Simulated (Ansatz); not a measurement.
Relaxed TiAl (CuAu type, space group P4/mmm):

```
CELL_PARAMETERS angstrom
      2.82426     0.00000     0.00000
      0.00000     2.82426     0.00000
      0.00000     0.00000     4.07079
ATOMIC_POSITIONS crystal
  Al 0.50000 0.50000 0.50000
  Ti 0.00000 0.00000 0.00000
```

A phonon eigenvector at Γ is frozen into this cell: atom i moves by Q times the vector below, so Q is the largest atomic displacement, in Å. The cell is held. It is one choice among 2 degenerate patterns.

| atom | x | y | z |
|---|---|---|---|
| Al1 | 0.000 | -1.000 | 0.000 |
| Ti2 | 0.000 | 0.564 | 0.000 |

Computed with PBE (plane waves to 420 eV, PAW, scalar-relativistic; Ansatz, a program for electronic structure). k mesh 16×16×12 (Γ-centred), Fermi-Dirac smearing 0.05 eV. E stands for the smeared free energy. With partly filled bands, energies and forces of such displacements shift with the k mesh and the smearing. TiAl is run without spin polarisation. TiAl was relaxed with its symmetry unable to fall. The zero of ΔE is the undisplaced structure. The last digit holds for this mesh only.

```tsv
Q (Å)	ΔE (meV/cell)
-0.180	169.6
-0.150	withheld
-0.120	76.3
-0.090	43.1
-0.060	19.2
-0.030	4.8
0.000	0.0
0.030	4.8
0.060	19.2
0.090	43.1
0.120	76.3
0.150	withheld
0.180	169.6
```

Problem. Fit an even polynomial form (powers 2, 4) to the given rows and predict ΔE at Q = -0.150.

Solution. Least squares on the 11 given rows: ΔE = (5349)·Q² + (-3542)·Q⁴, in meV/cell with Q in Å; root-mean-square residual 0.01 meV/cell. At -0.150 the fit gives 118.6 meV/cell; the calculation gives 118.6 meV/cell, the same to the digits shown. The quadratic term alone would give 120.4 meV/cell.

(A displaced cell: forces are minus the slopes of the energy, force constants its curvatures, and phonons follow from these.)
